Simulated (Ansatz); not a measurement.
TiOF$_{2}$:
```
TiOF2
1.0
    4.92373     0.00000     0.00000
    0.00000     9.02867     0.00000
   -2.46105     0.00000     4.40867
Ti O F
4 4 8
Direct
  0.12275   0.56255   0.19240
  0.87725   0.06255   0.80760
  0.56966   0.81737   0.19259
  0.43034   0.31737   0.80741
  0.80339   0.93993   0.50007
  0.19661   0.43993   0.49993
  0.85082   0.68991   0.20183
  0.14918   0.18991   0.79817
  0.55898   0.93277   0.87480
  0.44102   0.43277   0.12520
  0.81577   0.44712   0.87465
  0.18423   0.94712   0.12535
  0.79282   0.18995   0.08560
  0.20718   0.68995   0.91440
  0.47873   0.68996   0.45772
  0.52127   0.18996   0.54228
```

Relaxed with r²SCAN+D4.

Problem. Give the Bader charges and basin volumes of the independent atoms, DFT-r²SCAN+D4 in the program Ansatz with PAW potentials.

Solution. 

```
atom  Bader charge (e)  Bader volume (Å³)
----  ----------------  -----------------
Ti1              +2.44                6.9
O5               -1.02               15.1
O7               -1.01               14.7
F9               -0.71               13.6
F13              -0.72               13.7
F15              -0.70               13.6
```

Space group C222_1. The first step of the workflow began from a Materials Project structure, measured or hypothetical; the Crystallography Open Database copy checked does not list it. Whether it is the stable phase at ambient conditions was not checked. Symmetry was held in the r²SCAN+D4 relaxation; whether a distortion lowers the energy is not shown. No spin polarisation was allowed.

Potentials: the later of the program's two PAW sets.
